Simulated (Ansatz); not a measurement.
ZrB₂ (MoSi2 or CaC2 type, I4/mmm) at seven volumes, the program Ansatz at the PBEsol level (PAW), shape and atoms relaxed at each. One row is withheld.

```csv
V (Å³/atom),P (GPa)
11.159,?
11.527,10.45
11.895,4.85
12.263,0.00
12.631,-4.19
12.999,-7.84
13.367,-11.01
```

### Question
Fit the shown pressures and predict the withheld one.

### Answer
Third-order Birch–Murnaghan: P = (3/2)B₀(x^(7/2) − x^(5/2))[1 + (3/4)(B′ − 4)(x − 1)] with x = (V₀/V)^(2/3). Least squares on the six rows gives V₀ = 12.263 Å³/atom, B₀ = 150.2 GPa, B′ = 3.75. At V = 11.159, x = 1.0649 and P = 16.91 GPa. The run itself gave 16.91 GPa.

A made-up cell: these elements were put on the sites of a structure type; neither database checked (COD, Materials Project) lists it. It is not the phase usual at ambient conditions (space group No. 191). Symmetry was held in the PBEsol relaxation; whether a distortion lowers the energy is not shown. The run is not spin-polarised.

Potentials: the later of the program's two PAW sets.
